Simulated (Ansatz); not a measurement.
Cd (fcc type) under strong compression

```xyz
1
Lattice="0.0000 2.1881 2.1881 2.1881 0.0000 2.1881 2.1881 2.1881 0.0000" Properties=species:S:1:pos:R:3 pbc="T T T"
Cd    0.0000    0.0000    0.0000
```

The cell comes from a relaxation on PAW files under the same functional, begun from a prototype that needn't be the stable phase.

Its volume is scaled at fixed shape and fractional positions.

All numbers are PBEsol results (scalar-relativistic) from Ansatz 0.2.0, with a Γ-centred 17×17×17 k mesh, Fermi–Dirac smearing of 0.08 eV, no spin polarisation. Methods: LAPW: all electrons, basis error target 1 meV/atom; PAW: frozen-core files, cutoff 420 eV; crystal datasets: all electrons, by PAW datasets that the program makes for each cell; norm-conserving: pseudopotentials, cutoff 1388 eV; PAW (cutoff 250 eV): frozen-core files, cutoff 250 eV.

Energies are extrapolated to zero smearing and count from the unscaled cell; pressure is positive in compression; gaps take the mesh and a band path. No temperature or zero-point motion is included.

The PAW files were made under PBE. The structure type is held throughout; the real material can change phase at far lower pressure.

```csv
V/V0,V (Å³/atom),P LAPW (GPa),ΔE LAPW (eV/atom),P PAW − LAPW (GPa),ΔE PAW − LAPW (meV/atom)
1.00,20.95,-0.01,0.000,0.00,0.0
0.88,18.44,10.81,0.074,0.01,0.2
0.78,16.34,?,?,?,?
0.68,14.25,66.4,0.919,0.00,0.7
0.58,12.15,145.2,2.235,-0.08,0.3
0.50,10.48,277.1,4.365,-0.22,-1.2
0.43,9.01,504.7,7.829,-0.46,-4.2
```

Problem. Fit the Vinet equation to the LAPW pressures shown (residuals weighted by 1/(|P| + 0.03·Pmax)), and predict the pressure of the withheld row.

Solution. The fit gives V0 = 21.00 Å³/atom, B0 = 53.4 GPa and B0′ = 6.36. At 16.34 Å³/atom, x = (V/V0)^(1/3) = 0.9199, and P = 3·B0·(1 − x)/x²·exp[1.5·(B0′ − 1)·(1 − x)] = 28.9 GPa. The run itself gave 29.3 GPa (-1.3 % off) and ΔE = 0.322 eV/atom.

Problem. At the smallest volume, how far do crystal datasets and norm-conserving and PAW (cutoff 250 eV) lie from LAPW in pressure?

Solution. crystal datasets: 0.00 GPa; norm-conserving: +3.70 GPa; PAW (cutoff 250 eV): -5.51 GPa, on a LAPW pressure of 504.7 GPa.
